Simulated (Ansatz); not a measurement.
# Notes on K2EuCu2S4

```xyz
9
Lattice="0.0000 4.0324 0.0000 7.2725 -2.0162 0.0000 2.5855 0.0000 -7.1233" Properties=species:S:1:pos:R:3 pbc="T T T"
Eu    0.0000    0.0000    0.0000
Cu    7.1945    0.0000   -7.0435
Cu    2.6635    2.0162   -0.0798
S     8.9345    0.0000   -5.4165
S     0.9235    2.0162   -1.7067
K     3.1356    0.0000   -3.1000
K     6.7224    2.0162   -4.0232
S     5.0683    0.0000   -5.8610
S     4.7896    2.0162   -1.2622
```

The numbers come from plane-wave PAW DFT (Ansatz): LDA, with on-site exact exchange 0.28 on Cu d, on-site exact exchange 0.15 on Eu f (all-electron-ortho-atomic projectors), collinear spin, 420 eV, 5×5×3 Γ-centred k points, fermi-dirac occupations (width 0.0777 eV). Nothing was relaxed.

Magnetic state (reached from a saved solution, and it need not be the lowest): Eu1 down.

(1) What does the stress say?

(2) What happens at the Fermi level?

(3) What do density and ELF say about some of the short contacts?

(4) Which atom feels the largest force, and which way?

(5) How is the charge shared?

Origin: a known structure type with other elements, at an estimated volume, so it need not be a known compound. Caveats: another magnetic order, which this cell may not hold, can open a gap; the k mesh is coarse if the cell is a metal.

## Answers

(1) The pressure is -5.8 GPa (compression positive), so with the atoms held at these fractions the cell would first shrink; the forces are large, so a full relaxation may end otherwise. The principal stresses -7.1, -5.5, -4.6 GPa differ, so its shape would change too.

(2) It is a metal, with about 4.8 states/eV a cell as the mean within 0.25 eV of the Fermi level, mostly S p (69 %) and Cu d (22 %).

(3) Cu–S at 2.38 Å: least valence density 0.43 e/Å³ and ELF 0.30 there. Eu–S at 2.79 Å: least valence density 0.30 e/Å³ and ELF 0.25 there. Cu–Cu at 2.81 Å: least valence density 0.18 e/Å³ and ELF 0.16 there. Both are smooth PAW fields, read partly inside the augmentation spheres.

(4) The largest is on S9 (and as large on other atoms): 0.86 eV/Å, components (-0.44, 0.00, 0.74). It makes 59° with the line to a nearest neighbour, Cu2 at 2.43 Å.

(5) Bader charges in e: K +0.78, Eu +1.71, Cu +0.35, S -1.08 to -0.91. In the mean Eu gives up most and S takes most.
